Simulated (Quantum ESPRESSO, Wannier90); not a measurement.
BaNaH$_{6}$Ir (F-43m): Wannier90 run

Structure: Materials Project mp-1182061, symmetrised, not relaxed again. Not found in the COD (Crystallography Open Database) copy used; not checked further. Level: LDA, no spin polarisation, no spin-orbit coupling; pw.x of Quantum ESPRESSO at 71 Ry with PseudoDojo potentials, 4×4×4 k-points, Wannier90. Density: 8×8×8 mesh, cold smearing 0.01 Ry. Spin-orbit coupling is left out although heavy elements are present.

```
begin unit_cell_cart
ang
    0.0000000000    3.9225500000    3.9225500000
    3.9225500000    0.0000000000    3.9225500000
    3.9225500000    3.9225500000    0.0000000000
end unit_cell_cart
mp_grid = 4 4 4
```

Task: Which shells of neighbouring k-points and which b-vectors and weights does Wannier90 pick for this cell and mesh?

Result: 
```
 *---------------------------------- K-MESH ----------------------------------*
 +----------------------------------------------------------------------------+
 |                    Distance to Nearest-Neighbour Shells                    |
 |                    ------------------------------------                    |
 |          Shell             Distance (Ang^-1)          Multiplicity         |
 |          -----             -----------------          ------------         |
 |             1                   0.346802                      8            |
 |             2                   0.400453                      6            |
 |             3                   0.566326                     12            |
 |             4                   0.664076                     24            |
 |             5                   0.693605                      8            |
 |             6                   0.800906                      6            |
 |             7                   0.872767                     24            |
 |             8                   0.895440                     24            |
       ... (lines left out)
 +----------------------------------------------------------------------------+
 | The b-vectors are chosen automatically                                     |
 | The following shells are used:                       1                     |
 +----------------------------------------------------------------------------+
 |                        Shell   # Nearest-Neighbours                        |
 |                        -----   --------------------                        |
 |                          1               8                                 |
 +----------------------------------------------------------------------------+
 | Completeness relation is fully satisfied [Eq. (B1), PRB 56, 12847 (1997)]  |
 +----------------------------------------------------------------------------+
 |                  b_k Vectors (Ang^-1) and Weights (Ang^2)                  |
 |                  ----------------------------------------                  |
 |            No.         b_k(x)      b_k(y)      b_k(z)        w_b           |
 |            ---        --------------------------------     --------        |
 |             1         0.200226    0.200226   -0.200226     3.117936        |
 |             2         0.200226   -0.200226    0.200226     3.117936        |
 |             3        -0.200226    0.200226    0.200226     3.117936        |
 |             4         0.200226    0.200226    0.200226     3.117936        |
 |             5        -0.200226   -0.200226    0.200226     3.117936        |
 |             6        -0.200226    0.200226   -0.200226     3.117936        |
 |             7         0.200226   -0.200226   -0.200226     3.117936        |
 |             8        -0.200226   -0.200226   -0.200226     3.117936        |
```
